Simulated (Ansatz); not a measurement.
Computed with Ansatz, DFT PBE, scalar-relativistic, plane waves, PAW. Settings: cutoff 420 eV, Γ-centred meshes spaced at most about 0.3 Å⁻¹, and about 0.25 Å⁻¹ or finer for metals (2π included), Gaussian smearing. No spin polarisation in the final relaxations.

All energies are static (0 K, no zero-point motion).

Two forms of HfBi₂O₂ were relaxed alike.

A.

```
Hf Bi O
1.0
     3.24326    0.00000    0.00000
    -1.62163    2.80874    0.00000
     0.00000    0.00000   11.53305
Hf Bi O
1 2 2
Direct
  0.33333 0.66667 0.50000
  0.00000 0.00000 0.86818
  0.00000 0.00000 0.13182
  0.66667 0.33333 0.39895
  0.66667 0.33333 0.60105
```

B.

```
Hf Bi O
1.0
     3.72072    0.00000    0.00000
    -1.86036    3.22224    0.00000
     0.00000    0.00000    9.74433
Hf Bi O
1 2 2
Direct
  0.00000 0.00000 0.00000
  0.00000 0.00000 0.65922
  0.00000 0.00000 0.34078
  0.33333 0.66667 0.00000
  0.66667 0.33333 0.00000
```

**Question.** Which is lower in energy, and by how much?

**Answer.** A is lower, by 0.44 eV/atom. A has space group P-6m2 (No. 187), 21.0 Å³/atom and no gap on its mesh; B has space group P6/mmm (No. 191), 23.4 Å³/atom and no gap. Counting O atoms around Bi and Hf (those within 1.25 times the shortest such distance or 1.15 times the sum of covalent radii; the shortest distance is added where it is long for a bond), A has Hf 6, Bi 3 from 3.6 Å and B has Hf 6, Bi 6 from 4.0 Å. Both come from invented guesses.

Weakly bound directions are ill-defined at this level, which has no dispersion term (P-6m2), and this can change margins and order among such cells. These runs have no spin–orbit coupling, which can matter for Bi and Hf. Cells relaxed within their symmetry can be saddle points.
